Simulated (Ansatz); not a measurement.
VO2 in space group C2/m (No. 12; Pearson symbol mS24), the program Ansatz at the PBEsol level (PAW), all energies at zero smearing, with the estimated change up to a 700 eV cutoff added, with one set of potentials and settings (totals compare only within such a set). Cell of 12 atoms (4 V, 8 O): -16036.721 eV.

| element | reference phase | E (eV/atom) |
|---|---|---|
| V | Im-3m, 1 atoms in the cell | -2885.2930 |
| O | C2/m, 4 atoms in the cell, spin-polarised | -558.3554 |

Formation energy per atom, worked out: (-16036.721 − 4×(-2885.2930) − 8×(-558.3554))/12 = -2.392 eV/atom (-231 kJ per mol of atoms), at 0 K, without zero-point energy or fitted corrections.

The workflow started from a Materials Project entry (that database holds measured and hypothetical structures alike); the Crystallography Open Database files this formula in space group No. 12, but the cells were not matched. Its standing as an ambient phase is unchecked. The cell was relaxed with PBEsol under the symmetry of its start; its stability against distortions is not shown here. Magnetic state: ferromagnetic, chosen from 2 collinear starts compared on coarse meshes (ties went to the first, and starts can fall back to one state), not a proven ground state. No Hubbard U is applied. The references are the lowest solids computed at this level, not always the standard phases (solids in place of the gases).

Potentials: the later of the program's two PAW sets.
